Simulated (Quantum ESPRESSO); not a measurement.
**Cheap against tight settings: PbF$_{2}$**

```xyz
3
Lattice="0.0000 2.9579 2.9579 2.9579 0.0000 2.9579 2.9579 2.9579 0.0000" Properties=species:S:1:pos:R:3 pbc="T T T"
Pb     0.0000     0.0000     0.0000
F      4.4369     4.4369     4.4369
F      1.4790     1.4790     1.4790
```
Geometry: a computed entry of the Materials Project; it was not checked against measured cells. It is PbF2 in Fm-3m; whether this form has been observed was not checked. Stability against distortions was not tested.

Method: σ by PBE GIPAW on JTH datasets (Quantum ESPRESSO, modified build). The cutoff rises from row to row, with the meshes as listed. Costs are rough, from a shared machine. These are absolute shieldings with no macroscopic susceptibility term; δ = σ_ref − σ needs a reference computed alike. No spin–orbit coupling; Pb is the heaviest element present. The structure is static (0 K, no zero-point motion).

| setting | cutoff (Ha) | k-mesh | σ_iso F (ppm) | f-sum rule missed by (%) | rough cost ratio |
|---|---|---|---|---|---|
| A | 15.5 | 4×4×4 through Γ | 160.0 | 0.22 | about 1 |
| B | 17.5 | 3×3×3 shifted | 164.1 | 0.10 | about 1 |
| C | 22.5 | 4×4×4 shifted | 161.5 | 0.00 | 2 |
| D | 32.5 | 6×6×6 shifted | 161.5 | 0.00 | 10 |

Largest change from the last row but one to the last: σ_iso F (ppm) by 0.0.
